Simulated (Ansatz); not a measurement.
Relaxed KF (rock salt):

```
CELL_PARAMETERS angstrom
      0.00000     5.42078     5.42078
      2.71039     2.71039     5.42078
      2.71039     2.71039     0.00000
ATOMIC_POSITIONS crystal
  F  0.00000 0.00000 0.00000
  F  0.50000 0.00000 0.00000
  K  0.00000 0.50000 0.50000
  K  0.50000 0.50000 0.50000
```

The atoms are displaced by Q × the pattern below (from a DFPT mode at X = (0.5, 0.5, 0.0), largest move 1; Q in Å), at fixed cell. It is one choice among 2 degenerate patterns. (q is in reciprocal vectors of the primitive cell; the cell shown is doubled to hold the pattern.)

```
atom      x       y      z
----  -----  ------  -----
F1    0.000  -1.000  0.000
F2    0.000   1.000  0.000
K3    0.000  -0.436  0.000
K4    0.000   0.436  0.000
```

Computed with PBE (plane waves to 420 eV, PAW, scalar-relativistic; Ansatz, a quantum-chemistry and plane-wave program). k mesh 11×11×11 (Γ-centred), Fermi-Dirac smearing 0.05 eV. E stands for the smeared free energy. Stress and pressure are positive under compression. KF was relaxed with its symmetry unable to fall. ΔE is measured from the undisplaced structure.

```tsv
Q (Å)	ΔE (meV/cell)	−dE/dQ from forces (eV/Å)	P (GPa)
-0.100	___	0.629	0.28
-0.083	___	0.511	0.20
-0.067	13.1	0.400	0.13
-0.050	___	0.295	0.07
-0.033	___	0.194	0.03
-0.017	0.8	0.096	0.01
0.000	0.0	0.000	0.00
0.017	0.8	-0.096	0.01
0.033	___	-0.194	0.03
0.050	___	-0.295	0.07
0.067	13.1	-0.400	0.13
0.083	___	-0.511	0.20
0.100	___	-0.629	0.28
```

Problem. Complete the blanks.

Solution. 
- -0.100, ΔE (meV/cell): 30.1
- -0.083, ΔE (meV/cell): 20.7
- -0.050, ΔE (meV/cell): 7.3
- -0.033, ΔE (meV/cell): 3.2
- 0.033, ΔE (meV/cell): 3.2
- 0.050, ΔE (meV/cell): 7.3
- 0.083, ΔE (meV/cell): 20.7
- 0.100, ΔE (meV/cell): 30.1

(For displaced atoms, the force is minus the slope of the energy, and its curvature is a force constant, which sets phonon frequencies.)
